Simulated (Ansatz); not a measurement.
Contact densities of ZrGa3 against volume

```yaml
crystal:
  lattice:
    - [-1.98550, 1.98550, 4.36450]
    - [1.98550, -1.98550, 4.36450]
    - [1.98550, 1.98550, -4.36450]
  atoms:
    - { symbol: Zr, position: [0.00000, 0.00000, 0.00000] }
    - { symbol: Ga, position: [0.50000, 0.50000, 0.00000] }
    - { symbol: Ga, position: [0.75000, 0.25000, 0.50000] }
    - { symbol: Ga, position: [0.25000, 0.75000, 0.50000] }
```

Atoms are numbered in the order listed.

The geometry is COD entry 1523054, unchecked; take it as a test cell. It is an old determination, and later ones may differ.

Spin polarisation is left out, and whether a magnetic state lies lower isn't shown here.

Method: Ansatz 0.2.0, DFT, LDA, all-electron PAW with datasets made for the crystal, scalar-relativistic.

Settings: a Γ-centred 12×12×12 k mesh, Fermi–Dirac smearing of 0.03 eV, cutoff 240 eV (chosen by the program for this cell), no spin polarisation.

The contact density is the mean electron density over the nuclear volume; its changes follow the s electrons' response to bonding and compression. Changes below are taken from the unscaled cell, where it is 488422 e/Å³ at Zr1, 186555 e/Å³ at Ga2, 186542 e/Å³ at Ga3.

```json
{"V/V(cell)": "0.9400", "P (GPa)": "1.4", "Δρ(0) Zr1 (e/Å³)": "0.23", "Δρ(0) Ga2 (e/Å³)": "-0.03", "Δρ(0) Ga3 (e/Å³)": "-0.84"}
{"V/V(cell)": "0.9600", "P (GPa)": "-1.1", "Δρ(0) Zr1 (e/Å³)": "?", "Δρ(0) Ga2 (e/Å³)": "-0.05", "Δρ(0) Ga3 (e/Å³)": "-0.60"}
{"V/V(cell)": "0.9800", "P (GPa)": "-3.4", "Δρ(0) Zr1 (e/Å³)": "0.07", "Δρ(0) Ga2 (e/Å³)": "-0.04", "Δρ(0) Ga3 (e/Å³)": "-0.32"}
{"V/V(cell)": "0.9900", "P (GPa)": "-4.4", "Δρ(0) Zr1 (e/Å³)": "0.03", "Δρ(0) Ga2 (e/Å³)": "-0.02", "Δρ(0) Ga3 (e/Å³)": "-0.17"}
{"V/V(cell)": "1.0000", "P (GPa)": "-5.3", "Δρ(0) Zr1 (e/Å³)": "0.00", "Δρ(0) Ga2 (e/Å³)": "0.00", "Δρ(0) Ga3 (e/Å³)": "0.00"}
{"V/V(cell)": "1.0100", "P (GPa)": "-6.2", "Δρ(0) Zr1 (e/Å³)": "-0.03", "Δρ(0) Ga2 (e/Å³)": "0.03", "Δρ(0) Ga3 (e/Å³)": "0.19"}
{"V/V(cell)": "1.0200", "P (GPa)": "-7.1", "Δρ(0) Zr1 (e/Å³)": "-0.05", "Δρ(0) Ga2 (e/Å³)": "0.07", "Δρ(0) Ga3 (e/Å³)": "0.40"}
{"V/V(cell)": "1.0400", "P (GPa)": "-8.6", "Δρ(0) Zr1 (e/Å³)": "-0.08", "Δρ(0) Ga2 (e/Å³)": "0.16", "Δρ(0) Ga3 (e/Å³)": "?"}
{"V/V(cell)": "1.0600", "P (GPa)": "-10.0", "Δρ(0) Zr1 (e/Å³)": "-0.11", "Δρ(0) Ga2 (e/Å³)": "?", "Δρ(0) Ga3 (e/Å³)": "1.38"}
```

(1) What belongs in the row "0.9600", column "Δρ(0) Zr1 (e/Å³)"?

(2) Give the missing entry: row "1.0600", column "Δρ(0) Ga2 (e/Å³)".

(3) Give the missing entry: row "1.0400", column "Δρ(0) Ga3 (e/Å³)".

The datasets are made afresh for each cell, so very small changes are uncertain.

## Answers

(1) 0.15.

(2) 0.27.

(3) 0.90.
